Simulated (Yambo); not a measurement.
Yambo run on LaOF (space group R-3m, No. 166). The wavefunctions come from this Quantum ESPRESSO step (PBEsol, PseudoDojo standard norm-conserving files, scalar-relativistic):

```
&CONTROL
  calculation = 'nscf'
  pseudo_dir = './pseudo'
  outdir = './out'
/
&SYSTEM
  ibrav = 0
  nat = 6
  ntyp = 3
  ecutwfc = 110.0
  ecutrho = 440.0
  occupations = 'fixed'
  force_symmorphic = .true.
  nbnd = 110
/
&ELECTRONS
  conv_thr = 6.000000000000001e-09
  diago_full_acc = .true.
  diago_thr_init = 1e-08
/
ATOMIC_SPECIES
O 15.9990 O.upf
F 18.9984 F.upf
La 138.9055 La.upf
CELL_PARAMETERS angstrom
  2.021130033000   1.166899968000   6.725897000000
 -2.021130033000   1.166899968000   6.725897000000
  0.000000000000  -2.333799937000   6.725897000000
ATOMIC_POSITIONS crystal
O   0.622707000000   0.622707000000   0.622707000000
O   0.377293000000   0.377293000000   0.377293000000
F   0.870660000000   0.870660000000   0.870660000000
F   0.129340000000   0.129340000000   0.129340000000
La   0.741900000000   0.741900000000   0.741900000000
La   0.258100000000   0.258100000000   0.258100000000
K_POINTS automatic
4 4 4 0 0 0
```

Yambo input:

```
rim_cut
gw0
dyson
el_el_corr
HF_and_locXC
ppa
em1d
RandQpts= 1000000
RandGvec= 1 Ry
EXXRLvcs= 110 Ry
VXCRLvcs= 440 Ry
Chimod= "HARTREE"
% BndsRnXp
 1 | 109 |
%
NGsBlkXp= 6 Ry
% LongDrXp
 1.0 | 1.0 | 1.0 |
%
PPAPntXp= 27.2114 eV
% GbndRnge
 1 | 109 |
%
GTermKind= "BG"
DysSolver= "n"
ExtendOut
% QPkrange
 1 | 1 | 24 | 25 |
 3 | 3 | 24 | 25 |
 6 | 6 | 24 | 25 |
 7 | 7 | 24 | 25 |
 13 | 13 | 24 | 25 |
%
```

k points by index: 1 = Γ, 3 = L, 6 = (0, 0.25, -0.25), 7 = F, 13 = Z.

Resulting energies as the program prints them:

```
#    K-point    Band    Eo [eV]    E [eV]    E-Eo [eV]    Vxc [eV]    Vnlxc [eV]    Sc|Eo [eV]    Sc|E [eV]    dSc/dw|Eo [eV]    Re(Z)    Im(Z)
#
    1    24    -0.283945    -0.963198    -0.679253    -18.59389    -23.64878    4.197208    4.375646    -7.147437    0.791976    -0.948538E-3
    1    25    4.708451    7.271838    2.563388    -12.66979    -4.032392    -5.533077    -6.074013    -5.741847    0.825756    -0.001300
    3    24    -0.250629    -0.884176    -0.633547    -18.65022    -23.57649    4.126476    4.292719    -7.139477    0.792159    -0.748834E-3
    3    25    4.644764    7.129574    2.484810    -13.52565    -5.334310    -5.165909    -5.706532    -5.919987    0.821315    -0.001373
    6    24    0.000000    -0.619807    -0.619807    -19.00885    -23.92786    4.136465    4.299206    -7.143672    0.792062    -0.001040
    6    25    4.539980    6.661280    2.121300    -13.16165    -5.852412    -4.741200    -5.187941    -5.730259    0.826046    -0.001210
    7    24    -0.259915    -0.893577    -0.633662    -18.63135    -23.56102    4.129453    4.296014    -7.151849    0.791874    -0.755045E-3
    7    25    4.692345    7.011159    2.318815    -13.46405    -5.676910    -4.968780    -5.468329    -5.861771    0.822761    -0.001411
    13    24    -0.499332    -1.226882    -0.727550    -17.87114    -22.88395    4.097306    4.285257    -7.029166    0.794712    -0.501845E-3
    13    25    4.948100    7.918497    2.970397    -13.87963    -4.337861    -5.895891    -6.571374    -6.187386    0.814738    -0.001861
```
(The two width columns are left out.) Convergence of these settings isn't established.

Geometry of the Materials Project entry, not relaxed at this level.
